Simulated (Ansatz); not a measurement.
Level of theory: DFT PBE, scalar-relativistic, plane waves, PAW (Ansatz). Settings: cutoff 420 eV, Γ-centred meshes spaced at most about 0.3 Å⁻¹, and about 0.25 Å⁻¹ or finer for metals (2π included), Gaussian smearing. No spin polarisation in the final relaxations.

These are static total energies at zero pressure. All come from trial cells, and lower structures may exist.

Problem. Order these relaxed structures of TiSb₂Se₂ by energy, lowest first, with the energy over the lowest of them.
A.

Space group P-3m1 (No. 164). a = 3.743 Å, b = 3.743 Å, c = 11.083 Å, α = 90.00°, β = 90.00°, γ = 120.00°
```tsv
atom	site	symmetry	x	y	z
Ti	1a	-3m.	0.0000	0.0000	0.0000
Sb	2d	3m.	0.3333	0.6667	0.5846
Se	2d	3m.	0.3333	0.6667	0.1330
```

B.

Space group I4/mmm (No. 139). a = 3.689 Å, b = 3.689 Å, c = 19.176 Å, α = 90.00°, β = 90.00°, γ = 90.00°
```json
{"atom": "Ti", "site": "2a", "symmetry": "4/mmm", "x": "0.0000", "y": "0.0000", "z": "0.0000"}
{"atom": "Sb", "site": "4e", "symmetry": "4mm", "x": "0.0000", "y": "0.0000", "z": "0.4243"}
{"atom": "Se", "site": "4d", "symmetry": "-4m2", "x": "0.0000", "y": "0.5000", "z": "0.2500"}
```

C.

Space group P6/mmm (No. 191). a = 5.153 Å, b = 5.153 Å, c = 8.183 Å, α = 90.00°, β = 90.00°, γ = 120.00°
```json
{"atom": "Ti", "site": "1b", "symmetry": "6/mmm", "x": "0.0000", "y": "0.0000", "z": "0.5000"}
{"atom": "Sb", "site": "2d", "symmetry": "-6m2", "x": "0.3333", "y": "0.6667", "z": "0.5000"}
{"atom": "Se", "site": "2e", "symmetry": "6mm", "x": "0.0000", "y": "0.0000", "z": "0.2091"}
```

D.

Space group P4/mmm (No. 123). a = 5.271 Å, b = 5.271 Å, c = 8.397 Å, α = 90.00°, β = 90.00°, γ = 90.00°
```json
{"atom": "Ti", "site": "1a", "symmetry": "4/mmm", "x": "0.0000", "y": "0.0000", "z": "0.0000"}
{"atom": "Sb", "site": "2f", "symmetry": "mmm.", "x": "0.5000", "y": "0.0000", "z": "0.0000"}
{"atom": "Se", "site": "2g", "symmetry": "4mm", "x": "0.0000", "y": "0.0000", "z": "0.7152"}
```

Solution. A (0 meV/atom), B (594 meV/atom), C (716 meV/atom), D (734 meV/atom). Forms: A P-3m1; B I4/mmm; C P6/mmm; D P4/mmm. Counting Sb or Se atoms around Ti (for each partner element, those within 1.25 times its shortest distance or 1.15 times the sum of covalent radii, where it is the nearest in units of that sum or under 1.3; a plus sign parts groups by distance over the sum of covalent radii): A has Ti 6; B has Ti 8; C has Ti 2+6; D has Ti 6. A holds Sb–Sb nets (shortest 2.86 Å); B holds Sb–Sb pairs (shortest 2.90 Å) and Se–Se nets (shortest 2.61 Å); C holds Sb–Sb nets (shortest 2.97 Å) (bonds between like non-metal atoms; other contacts aren't counted).

No dispersion correction is applied, so the spacing and binding between layers, chains or molecules are poorly described (P-3m1, I4/mmm, P6/mmm, P4/mmm), and this can change margins and order among such cells. Spin–orbit coupling, which can matter for Sb, is left out. Cells relaxed within their symmetry can be saddle points. Some structure types and database cells were kept out of the candidates from the start, so a known form may be missing.
